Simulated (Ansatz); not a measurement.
Sb in space group I4_132 (No. 214; Sb on 8a) at seven volumes, plane-wave PAW PBEsol (Ansatz code), scaled uniformly. One row is withheld.

```json
[
 {"V (Å³/atom)": "57.776", "P (GPa)": "2.42"},
 {"V (Å³/atom)": "59.681", "P (GPa)": "1.48"},
 {"V (Å³/atom)": "61.585", "P (GPa)": "0.68"},
 {"V (Å³/atom)": "63.490", "P (GPa)": "0.00"},
 {"V (Å³/atom)": "65.395", "P (GPa)": "-0.55"},
 {"V (Å³/atom)": "67.300", "P (GPa)": "?"},
 {"V (Å³/atom)": "69.204", "P (GPa)": "-1.49"}
]
```

Fit the shown pressures and predict the withheld one.

P = (3/2)B₀(x^(7/2) − x^(5/2))[1 + (3/4)(B′ − 4)(x − 1)] with x = (V₀/V)^(2/3). Least squares on the six rows gives V₀ = 63.516 Å³/atom, B₀ = 20.8 GPa, B′ = 4.31. At V = 67.300, x = 0.9622 and P = -1.06 GPa. The run itself gave -1.05 GPa.

The start of the workflow was typed in or built on a structure type; neither database checked (COD, Materials Project) lists it. It is not the phase usual at ambient conditions (space group No. 166). The PBEsol relaxation kept the symmetry of its start. At this level the phase is dynamically unstable (imaginary phonons). The volume moved by 64 % from the start of the relaxation. Scalar-relativistic: spin–orbit coupling is off unless named, which matters more the heavier the elements.

Potentials: the later of the program's two PAW sets.
